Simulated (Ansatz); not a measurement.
BiTe (CsCl-type structure)

Level of theory: DFT, PBE, scalar-relativistic, no spin polarisation; plane waves to 420 eV with PAW datasets (Ansatz 0.2.0), 10×10×10 k-mesh, Gaussian smearing of 0.05 eV. The datasets are Ansatz's generated set soft_2.

```
Bi Te
1.0
     3.91331    0.00000    0.00000
     0.00000    3.91331    0.00000
     0.00000    0.00000    3.91331
Bi Te
1 1
Cartesian
  0.0000 0.0000 0.0000
  1.9567 1.9567 1.9567
```

This is a trial structure; measured cells of the compound in the Crystallography Open Database are in space groups P-3m1, Fm-3m (rock salt).

The cell is relaxed to zero pressure at this level.

Path: Γ–X–M–Γ–R–X | R–M, with Γ = (0.000, 0.000, 0.000), X = (0.000, 0.500, 0.000), M = (0.500, 0.500, 0.000), R = (0.500, 0.500, 0.500) in reciprocal vectors of the calculation's cell.

Question: Is it a metal or an insulator, and if it has a gap, where are the band edges on this path?

Answer: A metal: bands cross the Fermi level.

Levels between -6 and 6 eV from the Fermi level at the path's named points:
```tsv
point	below E_F (eV)	above E_F (eV)
Γ	-2.61 -2.61 -2.61	3.08 3.08 3.95 3.95 3.95
X	-1.91 -1.17 -0.76 -0.76	0.61 0.61 4.73 5.68
M	-5.64 -5.64 -0.27	1.61 2.58 2.58 5.45 5.70
R	-3.34 -3.34 -3.34 -2.67 -2.67 -2.67
```

With 31 valence electrons in the calculation's cell and no magnetic order, the bands, two electrons each, can't all be full or empty: band theory demands a metal.

No spin–orbit coupling, a notable omission for heavy elements. Spin polarisation wasn't tried.
